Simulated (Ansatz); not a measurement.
TiSi₂:
Space group Cmcm (No. 63); a = 3.5268 Å, b = 13.5140 Å, c = 3.5652 Å, α = 90.00°, β = 90.00°, γ = 90.00°

```csv
atom,site,symmetry,x,y,z
Si,4c,m2m,0.0000,0.0584,0.7500
Si,4c,m2m,0.0000,0.2502,0.2500
Ti,4c,m2m,0.0000,0.6032,0.2500
```
(The calculation used a cell of 6 atoms; values per cell refer to that cell.)

Relaxed at zero pressure with r²SCAN in the plane-wave PAW code Ansatz.

Problem. The volume is raised by 6 % and shape and atoms relax at that volume. What pressure results, and how do the axes share the change?

Solution. -6.7 GPa; a 1.6 %, b 3.1 %, c 1.3 %; the energy rises by 19 meV/atom.

Problem. Give the new structure.

Solution. 
Space group Cmcm (No. 63); a = 3.5818 Å, b = 13.9281 Å, c = 3.6105 Å, α = β = γ = 90.00°

| atom | site | symmetry | x | y | z |
|---|---|---|---|---|---|
| Si | 4c | m2m | 0.0000 | 0.0567 | 0.7500 |
| Si | 4c | m2m | 0.0000 | 0.2501 | 0.2500 |
| Ti | 4c | m2m | 0.0000 | 0.6046 | 0.2500 |

The phase is kept; no other phase was compared at this pressure.

Symmetry was held in the r²SCAN relaxation. The run is not spin-polarised.

Potentials: the later of the program's two PAW sets.
